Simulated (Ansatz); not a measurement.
Phonons of ZrB2 (AlB2 type, space group P6/mmm) at Γ, M = (0.5, 0.0, 0.0), A = (0.0, 0.0, 0.5), L = (0.5, 0.0, 0.5).

ZrB$_{2}$ (AlB2 type, space group P6/mmm)

```xyz
3
Lattice="3.1714 0.0000 0.0000 -1.5857 2.7465 0.0000 0.0000 0.0000 3.5413" Properties=species:S:1:pos:R:3 pbc="T T T"
Zr     0.0000     0.0000     0.0000
B      0.0000     1.8310     1.7707
B      1.5857     0.9155     1.7707
```

These are PBE (plane waves to 420 eV, PAW, scalar-relativistic; Ansatz, a quantum-chemistry and plane-wave program) values and carry that method's errors. DFPT wavenumbers on a 18×18×14 k mesh, in cm⁻¹ and rounded to 5; i marks imaginary ones, q is in fractions of the reciprocal vectors of the cell shown, and the three acoustic modes at Γ are left out. ZrB2 is run without spin polarisation. ZrB2 was relaxed with its symmetry unable to fall.

```json
[
 {"q": "Γ", "wavenumbers (cm⁻¹)": "450 (×2), 465, 545, 760 (×2)"},
 {"q": "M = (0.5, 0.0, 0.0)", "wavenumbers (cm⁻¹)": "225, 230, 290, 510, 525, 530, 685, 690, 720"},
 {"q": "A = (0.0, 0.0, 0.5)", "wavenumbers (cm⁻¹)": "210 (×2), 235, 405 (×2), 495, 615, 770 (×2)"},
 {"q": "L = (0.5, 0.0, 0.5)", "wavenumbers (cm⁻¹)": "220, 250, 265, 505, 540, 590, 660, 710, 715"}
]
```

The structure shows no imaginary mode at these points (lowest 210 cm⁻¹ at A = (0.0, 0.0, 0.5)); other wave vectors were not tested.

Highest mode: 770 cm⁻¹ at A = (0.0, 0.0, 0.5).
